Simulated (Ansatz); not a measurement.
GaN (wurtzite): energy against volume

GaN (wurtzite)

```xyz
4
Lattice="3.1833 0.0000 0.0000 -1.5916 2.7568 0.0000 0.0000 0.0000 5.1839" Properties=species:S:1:pos:R:3 pbc="T T T"
Ga     1.5916     0.9189     0.0051
Ga     0.0000     1.8379     2.5971
N      1.5916     0.9189     3.2358
N      0.0000     1.8379     0.6439
```

The volume is varied about the relaxed value V₀ at fixed cell shape. The atoms relax within the cell's symmetry.

Computed with r2SCAN (plane waves to 500 eV, PAW, scalar-relativistic; Ansatz, a program for electronic structure). k mesh 12×12×7 (Γ-centred), Fermi-Dirac smearing 0.05 eV. E stands for the smeared free energy. Compression counts positive. With the shape held, the modulus is that of even scaling; a crystal free to change shape is softer. GaN was relaxed with its symmetry unable to fall. The PAW data are Ansatz's earlier set. The zero of ΔE is the relaxed starting cell.

| V/V₀ | ΔE (meV/atom) | P (GPa) |
|---|---|---|
| 0.900 | 83.8 | 25.9 |
| 0.917 | 56.3 | 20.6 |
| 0.933 | 34.9 | 15.7 |
| 0.950 | 19.1 | 11.2 |
| 0.967 | 8.2 | 7.2 |
| 0.983 | 2.0 | 3.4 |
| 1.000 | 0.0 | 0.0 |
| 1.017 | 1.9 | -3.1 |
| 1.033 | 7.3 | -6.0 |
| 1.050 | 16.0 | -8.6 |
| 1.067 | 27.6 | -11.0 |
| 1.083 | 41.9 | -13.2 |
| 1.100 | 58.8 | -15.2 |

Summary:

```yaml
pressure_at_the_smallest_volume: 25.9 GPa
energy_cost_of_the_largest_compression: 83.8 meV/atom
energy_cost_of_the_largest_expansion: 58.8 meV/atom
Bulk modulus at fixed cell shape B₀ (third-order Birch-Murnaghan fit): 196 GPa
Pressure derivative B₀′ (fit): 4.3
equilibrium_volume_of_the_fit: 11.37 Å³/atom
Pressure for 5 % compression (fit): 11.2 GPa
```

(Under strain, the slope of the energy per volume gives the stress and its curvature an elastic modulus.)
